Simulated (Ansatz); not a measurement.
## A crystal of composition TeBr6 at more than one level of theory

Plane-wave PAW calculations in Ansatz, scalar-relativistic unless spin-orbit coupling is named; Γ-centred meshes, relaxations with the symmetry kept. Pressure is positive in compression. No spin polarisation at the first level.

Plane waves to 420 eV, a k mesh through Γ of 6×6×4 on the computed 14-atom cell and Gaussian smearing (0.01 eV); no spin polarisation.

Structure relaxed with PBE+D3(BJ):

```
Te Br
1.0
     6.68106    0.00000    0.00000
     0.00000    6.68106    0.00000
     0.00000    0.00000   11.42758
Te Br
2 12
Direct
  0.50000 0.50000 0.50000
  0.00000 0.00000 0.00000
  0.50000 0.50000 0.27416
  0.00000 0.00000 0.77416
  0.50000 0.50000 0.72584
  0.00000 0.00000 0.22584
  0.83629 0.70585 0.50000
  0.16371 0.29415 0.50000
  0.66371 0.20585 0.00000
  0.33629 0.79415 0.00000
  0.70585 0.16371 0.50000
  0.29415 0.83629 0.50000
  0.20585 0.33629 0.00000
  0.79415 0.66371 0.00000
```

| level | cell | cutoff (eV) | k mesh | primitive cell | V (Å³/atom) | P (GPa; residual where relaxed) | gap on mesh (eV) |
| --- | --- | --- | --- | --- | --- | --- | --- |
| PBE+D3(BJ) | relaxed | 420 | 6×6×4 | a = 6.68 Å, b = 6.68 Å, c = 11.43 Å, α = 90.00°, β = 90.00°, γ = 90.00° | 36.4 | -0.01 | 0.12 |
| PBE | relaxed | 420 | 6×6×4 | a = 6.84 Å, b = 6.84 Å, c = 12.61 Å, α = 90.00°, β = 90.00°, γ = 90.00° | 42.2 | 0.00 | 0.28 |

The volumes differ by 16 %: in a crystal of weakly bound units the cell follows the treatment of dispersion, and a level without it swells.

Spin-orbit coupling is left out.

Cost: 2 runs of about 11 core-minutes in all, on Intel Xeon Platinum 8488C (Sapphire Rapids) (shared hosts).